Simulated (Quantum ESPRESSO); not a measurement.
pw.x input (Quantum ESPRESSO 7.5; PBE, PseudoDojo standard norm-conserving files, scalar-relativistic):

```
&CONTROL
  calculation = 'scf'
  pseudo_dir = './pseudo'
  outdir = './out'
  tprnfor = .true.
  tstress = .true.
/
&SYSTEM
  ibrav = 0
  nat = 2
  ntyp = 2
  ecutwfc = 84.0
  ecutrho = 336.0
  occupations = 'smearing'
  smearing = 'fd'
  degauss = 0.002
  nbnd = 12
/
&ELECTRONS
  conv_thr = 2e-10
/
ATOMIC_SPECIES
Mg 24.3050 Mg.upf
S 32.0600 S.upf
CELL_PARAMETERS angstrom
  0.000000000000   2.604400000000   2.604400000000
  2.604400000000   0.000000000000   2.604400000000
  2.604400000000   2.604400000000   0.000000000000
ATOMIC_POSITIONS crystal
Mg   0.000000000000   0.000000000000   0.000000000000
S   0.500000000000   0.500000000000   0.500000000000
K_POINTS automatic
10 10 10 0 0 0
```

End of the output:

```
     total energy              =    -141.01082117 Ry
     estimated scf accuracy    <       0.00000003 Ry
     total energy              =    -141.01082117 Ry
     estimated scf accuracy    <          2.5E-10 Ry
     total energy              =    -141.01082117 Ry
     estimated scf accuracy    <          2.9E-10 Ry
[...]
     the Fermi energy is     7.4883 ev
!    total energy              =    -141.01082117 Ry
     estimated scf accuracy    <          4.8E-12 Ry
     smearing contrib. (-TS)   =       0.00000000 Ry
     internal energy E=F+TS    =    -141.01082117 Ry
     The total energy is F=E-TS. E is the sum of the following terms:
     one-electron contribution =     -86.56122175 Ry
     hartree contribution      =      44.46138772 Ry
     xc contribution           =     -22.27851279 Ry
     ewald contribution        =     -76.63247435 Ry
     convergence has been achieved in   9 iterations
     Forces acting on atoms (cartesian axes, Ry/au):
     atom    1 type  1   force =     0.00000000    0.00000000    0.00000000
     atom    2 type  2   force =     0.00000000    0.00000000    0.00000000
     Total force =     0.000000     Total SCF correction =     0.000000
     Computing stress (Cartesian axis) and pressure
          total   stress  (Ry/bohr**3)                   (kbar)     P=        9.59
   0.00006517   0.00000000   0.00000000            9.59        0.00        0.00
   0.00000000   0.00006517   0.00000000            0.00        9.59        0.00
   0.00000000   0.00000000   0.00006517            0.00        0.00        9.59
```
In a gapped system the printed Fermi energy is only some level inside the gap.

Geometry of the Materials Project entry, not relaxed at this level.
